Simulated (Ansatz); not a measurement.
Phonons of HgTe in the zincblende structure

Computed with Ansatz (plane waves, PAW, 420 eV cutoff): PBEsol, scalar-relativistic, no spin polarisation, Gaussian smearing of 0.15 eV; PAW files: Ansatz's generated set soft_2.

```xyz
2
Lattice="0.0000 3.2551 3.2551 3.2551 0.0000 3.2551 3.2551 3.2551 0.0000" Properties=species:S:1:pos:R:3 pbc="T T T"
Hg    0.0000    0.0000    0.0000
Te    1.6276    1.6276    1.6276
```

The start was a prototype's sites filled with these elements; the Crystallography Open Database holds the compound in this structure.

Force constants come from finite displacements in a 2×2×2 supercell (the unit cell's 10×10×10 k-mesh, folded to it); the long-range dipole term is not included. Points in reciprocal vectors of this cell: Γ = (0.000, 0.000, 0.000), X = (-0.500, -0.500, 0.000), U = (-0.375, -0.375, 0.250), K = (-0.375, 0.000, 0.375), L = (0.000, 0.000, 0.500), W = (-0.500, -0.250, 0.250).

Frequencies at the named points (cm⁻¹, imaginary ones negative):
```tsv
point	ω (cm⁻¹)
Γ	0 0 0 109 109 109
X	19 19 90 126 132 132
U	20 43 81 124 129 137
K	20 43 81 124 129 137
L	21 21 80 121 121 134
W	29 46 79 122 133 135
```

(1) Is the structure dynamically stable along this path, and where does the spectrum end?

(2) What does the harmonic approximation give for the vibrational free energy, entropy and heat capacity?

Answers:

(1) Yes: no branch is imaginary beyond numerical noise. The highest frequency is 137 cm⁻¹, at U. Points that don't fit the supercell are interpolated.

(2) Zero-point energy 15.5 meV/atom.
| T (K) | F_vib (meV/atom) | S (J/K per mole of atoms) | C_V (J/K per mole of atoms) |
| --- | --- | --- | --- |
| 100 | 0.9 | 27.8 | 21.6 |
| 200 | -37.0 | 43.8 | 24.0 |
| 300 | -87.8 | 53.6 | 24.5 |
| 400 | -147.2 | 60.7 | 24.7 |
| 500 | -213.1 | 66.2 | 24.8 |
| 600 | -284.1 | 70.7 | 24.8 |
| 700 | -359.5 | 74.6 | 24.9 |
| 800 | -438.5 | 77.9 | 24.9 |
| 900 | -520.8 | 80.8 | 24.9 |
| 1000 | -605.9 | 83.4 | 24.9 |

The highest mode, 137 cm⁻¹, is worth 200 K. At 300 K the heat capacity has reached 98 % of the classical limit 3R = 24.9 J/K per mole of atoms, since all modes lie under k_BT.

The crystal is a metal or nearly so; low and unstable modes depend on mesh and smearing.

Cost: 2.9 min on 4 threads of Arm Neoverse V1 (shared host), peak memory 3.3 GiB.

Scalar-relativistic only: spin–orbit splittings of the heavy atoms' levels are missing.
